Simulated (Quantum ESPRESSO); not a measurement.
Space group Fm-3m (No. 225); a = b = c = 6.3624 Å, α = β = γ = 90.00°

| atom | site | symmetry | x | y | z |
|---|---|---|---|---|---|
| Mg | 8c | -43m | 0.2500 | 0.2500 | 0.2500 |
| Ge | 4a | m-3m | 0.0000 | 0.0000 | 0.0000 |
(The calculation used a cell of 3 atoms; values per cell refer to that cell.)

Cell and atoms were relaxed with PBEsol from Materials Project entry mp-408, within its symmetry.

What does norm-conserving PBE (Quantum ESPRESSO, 84 Ry, no spin-orbit coupling) give for the electronic structure near the Fermi level?

The PBE gap is indirect, 0.13 eV, from Γ to X; the smallest direct gap is 1.08 eV. Spin-orbit splittings are left out.
